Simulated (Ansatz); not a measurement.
BiB (rock salt, space group No. 225), a = b = c = 5.2768 Å, α = β = γ = 90.00°; the cell used has 2 atoms.

Relaxed with PBE.

Q: Decompose the optical modes at the zone centre into irreducible representations, and say which are infrared and Raman allowed.

A: Point group m-3m: Γ_opt = T1u. Infrared: T1u. Raman: none.

Q: Assign frequencies (DFPT, the program Ansatz at the PBE level (PAW)).

A: T1u 203 cm⁻¹.

Space group Fm-3m (rock salt). A made-up cell: these elements were put on the sites of a structure type; neither database checked (COD, Materials Project) lists it. Whether it is the stable phase at ambient conditions was not checked. The PBE relaxation kept the symmetry of its start; of distortions, only those at the zone centre were tested. As this level gives no gap, phonon frequencies hold no LO–TO term and depend on the k-mesh and smearing (Fermi–Dirac, 0.1 eV here). Spin–orbit coupling is left out wherever it is not named.

Potentials: the later of the program's two PAW sets.
